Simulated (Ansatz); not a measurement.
BeAg:
```xyz
2
Lattice="2.9312 0.0000 0.0000 0.0000 2.9312 0.0000 0.0000 0.0000 2.9312" Properties=species:S:1:pos:R:3 pbc="T T T"
Be     0.0000     0.0000     0.0000
Ag     1.4656     1.4656     1.4656
```

Relaxed with r²SCAN. Special points in fractions of this cell's reciprocal vectors: Γ (0.000, 0.000, 0.000); X (0.000, 0.500, 0.000); M (0.500, 0.500, 0.000); R (0.500, 0.500, 0.500).

Problem. List the band energies nearest the Fermi level at these points for the program Ansatz at the r²SCAN with spin–orbit coupling level (PAW).

Solution. In eV from the Fermi level; about four levels below and three above (degenerate sets whole), none deeper than 8.9 eV; points with the same levels are listed once.

| k | below | above |
|---|---|---|
| Γ | -4.98 -4.98 -4.98 -4.98 -4.64 -4.64 | 4.74 4.74 4.97 4.97 4.97 4.97 |
| X | -4.75 -4.75 -2.54 -2.54 | 9.19 9.19 9.23 9.23 |
| M | -2.53 -2.53 -2.32 -2.32 | 3.09 3.09 3.55 3.55 |
| R | -4.10 -4.10 -4.10 -4.10 | 3.99 3.99 4.06 4.06 |

Space group Pm-3m (CsCl type). The start of the workflow was typed in or built on a structure type; neither database checked (COD, Materials Project) lists it. Its standing as an ambient phase is unchecked. The r²SCAN relaxation kept the symmetry of its start; whether a distortion lowers the energy is not shown. The run is not spin-polarised. Its formation energy is positive at this level, so the cell may be metastable or incomplete.

Potentials: the earlier of the program's two PAW sets.
